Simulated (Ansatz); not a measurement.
Input and command of a calculation in Ansatz (plane waves; scalar-relativistic PAW potentials unless the input names others):

```yaml
crystal:
  lattice:
    - [3.207929, 0.0, 0.0]
    - [0.0, 3.207929, 0.0]
    - [0.0, 0.0, 3.207929]
  atoms:
    - { symbol: Al, position: [0.0, 0.0, 0.0] }
    - { symbol: C, position: [0.0701387094, 0.5, 0.5] }
    - { symbol: C, position: [0.5, 0.0, 0.5] }
    - { symbol: C, position: [0.5, 0.5, 0.0] }
basis:
  ecutwfc: 420
kpoints:
  mp_grid: { grid: [12, 12, 12] }
hamiltonian:
  xc: pbesol
scf:
  occupations: { method: fermi_dirac, width: 0.3 }
  n_extra_bands: 0
  max_iter: 60
output:
  forces: true
  eigenvalues: true
  stress: true
```

```bash
ansatz run input.yaml --threads 1 --pin off --max-ram 1331MiB --backend cpu --events-out ev --progress --plain --runs-dir out
```

Task: What will the program do with this input?

Result: The program refuses it, because of too few bands (scf.n_extra_bands: not typed → 0). Also changed, but not at fault: scf.occupations: {"method": "gaussian", "width": 0.1} → {"method": "fermi_dirac", "width": 0.3}. With the sound run's settings it is accepted.

Abridged log:
```
Error: inconsistent input (scf.n_extra_bands, scf.occupations.method): n_bands = 8 leaves no empty band above the 8 bands per channel that the deck's 15 electrons occupy, and the occupations search for the Fermi level (a smearing at a finite width, or tetrahedra): a level found among occupied bands alone can fill a metal as an insulator; raise scf.n_extra_bands until at least 9 bands are solved (omitted, it auto-derives to 13) (see scf.n_extra_bands in the input reference)
```